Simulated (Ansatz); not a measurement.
Ansatz (a program for electronic structure) input:

Ansatz 0.2 input:
```yaml
crystal:
  lattice:
    - [2.1609933319, 1.2476500819, 3.6879322065]
    - [-2.1609933319, 1.2476500819, 3.6879322065]
    - [0.0, -2.4953001637, 3.6879322065]
  atoms:
    - { symbol: Sb, position: [0.2643248593, 0.2643248593, 0.2643248593] }
    - { symbol: Sb, position: [0.7356751407, 0.7356751407, 0.7356751407] }
kpoints:
  mp_grid: { grid: [12, 12, 12] }
hamiltonian:
  xc: pbesol
  pseudopotentials: { azcp: { folder: ./paw }, kind: paw }
scf:
  occupations: { method: fermi_dirac, width: 0.1 }
phonons:
  method: dfpt
  response_accuracy: low
  eigenvectors: true
  rigid_motions: translations
```

Output (shortened):

```
zone centre: on kpoints.mp_grid the ground state, and the responses unless they are solved on pairs of k-points, stand on 476 of the mesh's 1728 k-points, …
Pseudopotentials: kind: paw
Pseudopotential: Sb, paw, valence charge 15
Functional definition: PBEsol
Crystal: 2 atoms, lattice volume = 59.660 Å³
Basis set: ecut = 420 eV, 1183 PW (Γ), exchange–correlation on 60×60×60 points (8 copies of the dense FFT grid, shifted against one another)
Bands: 19, of which v1, the nominal top of the filled ones, is band 15 counted from 1 (14 counted from 0)
Symmetry: 12 space group operations
k-points: 476 of 1728 (irreducible under 2 space group operations, time reversal used)
PAW frozen core: Sb, regenerated for the run's functional, and the local potential with it
Initial density: superposition of atomic densities (chi_scale 0.1, normalization cell)
Initial wavefunctions: pseudopotential atomic-orbital guess
Eigensolver: davidson
Functional: x = pbesol(κ = 0.804, μ = 0.12345679012345678), c = pbesol(β = 0.046)
SCF iter   1: F=—  HF=-12816.342672 eV  |F-HF|=—  |Δ(HF+E_count)|=         —  Δρ=1.46e-2  dr2=9.62e-2  ethr=3.10e-3  ⟨swp⟩=6.1  Hψ=48460  notcnv=0
all-band conjugate gradients solve this SCF's bands
preconditioner: auto → Kerker (q_TF=auto, 2.433 Å⁻¹)
SCF iter   2: F=—  HF=-12816.335064 eV  |F-HF|=—  |Δ(HF+E_count)|=   7.61e-3  Δρ=9.45e-3  dr2=4.20e-2  ethr=3.21e-4  ⟨swp⟩=1.0  Hψ=12875  notcnv=0
SCF iter   3: F=—  HF=-12816.331197 eV  |F-HF|=—  |Δ(HF+E_count)|=   3.87e-3  Δρ=1.18e-3  dr2=1.15e-3  ethr=1.40e-4  ⟨swp⟩=2.0  Hψ=16122  notcnv=0
SCF iter   4: F=—  HF=-12816.331295 eV  |F-HF|=—  |Δ(HF+E_count)|=   9.79e-5  Δρ=7.14e-4  dr2=2.36e-4  ethr=3.82e-6  ⟨swp⟩=2.0  Hψ=16192  notcnv=0
SCF iter   5: F=—  HF=-12816.331118 eV  |F-HF|=—  |Δ(HF+E_count)|=   1.77e-4  Δρ=2.56e-4  dr2=5.92e-5  ethr=7.87e-7  ⟨swp⟩=2.0  Hψ=16085  notcnv=0
SCF iter   6: F=—  HF=-12816.331138 eV  |F-HF|=—  |Δ(HF+E_count)|=   1.98e-5  Δρ=5.34e-5  dr2=2.19e-6  ethr=1.97e-7  ⟨swp⟩=2.5  Hψ=13580  notcnv=0
SCF iter   7: F=—  HF=-12816.331138 eV  |F-HF|=—  |Δ(HF+E_count)|=   3.34e-7  Δρ=8.27e-6  dr2=2.53e-8  ethr=7.30e-9  ⟨swp⟩=2.0  Hψ=16215  notcnv=0
SCF iter   8: F=—  HF=-12816.331138 eV  |F-HF|=—  |Δ(HF+E_count)|=   6.11e-9  Δρ=1.27e-6  dr2=1.43e-9  ethr=8.45e-11  ⟨swp⟩=2.9  Hψ=16240  notcnv=0
SCF iter  11: F=-12816.331138 eV  HF=-12816.331138 eV  |F-HF|=3.64e-12  |Δ(HF+E_count)|=    0.00e0  Δρ=3.95e-8  dr2=1.87e-12  ethr=1.00e-12  ⟨swp⟩=5.2  Hψ=39971  notcnv=0
SCF 1 converged in 11 iterations: F = -12816.331138 eV  dr2 = 1.87e-12
DFPT response loops at Γ: preconditioner auto → Kerker (q_TF=auto, 2.433 Å⁻¹) (partly filled bands, converged f_vac=0.000) …
SCF converged after 11 iterations
Free energy (F): -12816.331138 eV
Harris-Foulkes:  -12816.331138 eV  (|F-HF|=3.64e-12)
Internal energy: -12816.319610 eV  (E = F + TS)
E sigma→0 (E₀):  -12816.325374 eV
Entropy (-TS):   -0.011528 eV (-5.764 meV/atom)
Fermi energy:    10.242257 eV
--- Per-component energies (eV) ---
  E_band       = -329.720710
  E_kinetic    = 326.149577
  E_local      = -3141.228744  (includes V_loc(G=0)·N_el)
  E_nonlocal   = 782.530115
  E_hartree    = 1299.276929
  E_xc         = -196.706294
  E_vxc        = -181.936919  (∫ρ·V_xc dr)
  E_paw        = -8934.993222  (= ΣΔE_a)
  E_vpaw       = -713.788878  (= ΣTr[D̂ρ^β])
  E_aug_tail   = 0.000269  (compensation charges beyond the density's cutoff)
  E_ewald      = -2952.011950
  E_core_change = 0.663710  (= ΣΔE_core)
  E_smearing   = -0.011528  (= −TS)
  E_closure    = 0.000000  (closes the sum)
  Σ components = -12816.331138   (vs F -12816.331138, Δ=0.00e0)
  [band-id]    e_kinetic+e_local+e_nonlocal+2·e_hartree+e_vxc+e_vpaw+e_augmentation_tail = -329.720723   (vs E_band -329.720710, Δ=-1.33e-5)
--- Band table (eV; the first three rows and the last of 476) ---
  k-point 0: bands = ["-19.0424", "-19.0424", "-18.9527", "-18.9527", "-18.9328", "-18.8403", "-18.8403", "-18.8356", "-18.7592", "-18.7592", "-2.4457", "5.5610", "8.3428", "8.4977", "8.4977", "12.6208", "13.1179", "13.1179", "15.3090"]
  k-point 1: bands = ["-19.0391", "-19.0382", "-18.9512", "-18.9505", "-18.9310", "-18.8421", "-18.8416", "-18.8374", "-18.7634", "-18.7626", "-2.3686", "5.1890", "8.3665", "8.4880", "8.6716", "12.5343", "12.8910", "12.8956", "14.9941"]
  k-point 2: bands = ["-19.0298", "-19.0262", "-18.9470", "-18.9439", "-18.9256", "-18.8475", "-18.8464", "-18.8419", "-18.7755", "-18.7724", "-2.1381", "4.3319", "8.3859", "8.4691", "9.0211", "12.1725", "12.3436", "12.3540", "14.8381"]
  k-point 475: bands = ["-18.9822", "-18.9822", "-18.9298", "-18.9298", "-18.9077", "-18.8588", "-18.8576", "-18.8576", "-18.8242", "-18.8242", "-0.7104", "1.1614", "9.0497", "9.0497", "9.8273", "10.2774", "10.2774", "11.2363", "17.5635"]
  band table: 19 of 19 bands, residual norms ≤ 1.0e-3 eV
--- Phonons (Γ-DFPT): 2 representative perturbations + reference, on 476 of 1728 k-points (Σ response iterations 4) ---
  k mesh reduced under 2 symmetry operations, with k and −k counted as one. Each operation leaves every solved perturbation unchanged …
  ASR residual: 6.126e-4 → 0.000e0 eV/Å²; symmetrization residual: 9.412e-5 eV/Å²
  ASR residual per site (eV/Å²): 6.13e-4 6.13e-4
  Γ frequencies (cm⁻¹): 0.00 0.00 0.00 90.40 90.40 136.77
  non-analytic LO–TO correction: not included (Born effective charges unavailable; polar crystals: no LO–TO splitting at Γ)
```

Cost: very roughly 70 core-seconds on shared cores.

Space group R-3m (A7 (α-As type)). Symmetry was held in the PBEsol relaxation; of distortions, only those at the zone centre were tested. As this level gives no gap, phonon frequencies hold no LO–TO term and depend on the k-mesh and smearing (Fermi–Dirac, 0.1 eV here). Spin–orbit coupling is left out wherever it is not named.

Potentials: the earlier of the program's two PAW sets.

Ansatz is a plane-wave DFT program.
